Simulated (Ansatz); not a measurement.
Here is the system:

Ag:
```cif
data_Ag4
_chemical_formula_sum 'Ag4'
_space_group_name_H-M_alt 'Fm-3m'
_space_group_IT_number 225
_space_group_name_Hall '-F 4 2 3'
_cell_length_a 4.00246
_cell_length_b 4.00246
_cell_length_c 4.00246
_cell_angle_alpha 90.000
_cell_angle_beta 90.000
_cell_angle_gamma 90.000
loop_
_atom_site_label
_atom_site_type_symbol
_atom_site_symmetry_multiplicity
_atom_site_Wyckoff_symbol
_atom_site_fract_x
_atom_site_fract_y
_atom_site_fract_z
_atom_site_occupancy
Ag1 Ag 4 a 0.00000 0.00000 0.00000 1
```
(The calculation used a cell of 1 atom; values per cell refer to that cell.)

This is the LDA-relaxed structure.

Q: All from the program Ansatz at the LDA level (PAW), unless another level is named. Give the bulk modulus (Birch–Murnaghan fit).

A: 138 GPa.

Q: Next, the elastic constants (relaxed ions, GPa)?

A: C11 = 167, C12 = 125, C44 = 59.7.

Q: What about the vibrational entropy at 300 K?

A: 40.3 J/(K·mol of atoms).

The cell keeps a stress of up to 0.2 GPa. Symmetry was held in the LDA relaxation. The run is not spin-polarised. As this level gives no gap, shear constants depend on the k-mesh and smearing (Fermi–Dirac, 0.1 eV here).

Potentials: the earlier of the program's two PAW sets. The files were generated under PBE; for other functionals the program regenerates the frozen cores, and for LDA and PBEsol the local potential too.
